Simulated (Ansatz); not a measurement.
Relaxed-ion elastic tensor of SiO$_{2}$ (rutile, P4_2/mnm) in GPa (Voigt order), the program Ansatz at the PBEsol level (PAW); density 4.23 g/cm³, 7.85 Å³ per atom.

```
418  196  186  0.0  0.0  0.0
196  418  186  0.0  0.0  0.0
186  186  714  0.0  0.0  0.0
0.0  0.0  0.0  239  0.0  0.0
0.0  0.0  0.0  0.0  239  0.0
0.0  0.0  0.0  0.0  0.0  306
```

Is the crystal mechanically stable?

Yes: the smallest eigenvalue of C is 223 GPa.

Work out the Voigt, Reuss and Hill averages.

K_V = 298, K_R = 284, K_H = 291; G_V = 222, G_R = 196, G_H = 209 GPa.

Give Young's modulus, Poisson's ratio, Pugh's ratio and the universal anisotropy index.

E = 9KG/(3K + G) = 507 GPa; ν = 0.21; K/G = 1.39 (brittle by the Pugh limit of 1.75); A_U = 5G_V/G_R + K_V/K_R − 6 = 0.71.

Estimate the sound speeds and the Debye temperature.

v_l = √((K + 4G/3)/ρ) = 11600 m/s, v_t = √(G/ρ) = 7030 m/s, mean 7770 m/s; Θ = (h/k)(3n/4πV)^(1/3) v_m = 1160 K.

Solve the Christoffel equation for the three sound speeds along x, y, z.

Eigenvalues of C_ijkl n_j n_l equal ρv². In km/s, slowest first: x 7.51, 8.50, 9.94; y 7.51, 8.50, 9.94; z 7.51, 7.51, 12.99.

How much does each axis shrink under pressure?

Linear compressibilities β_i = Σ_j S_ij (j = 1 to 3): x 1.4, y 1.4, z 0.66 per TPa.

This is a known high-pressure phase of the composition, computed here at zero pressure and temperature. The PBEsol relaxation kept the symmetry of its start; its stability against distortions is not shown here.

Potentials: the later of the program's two PAW sets.
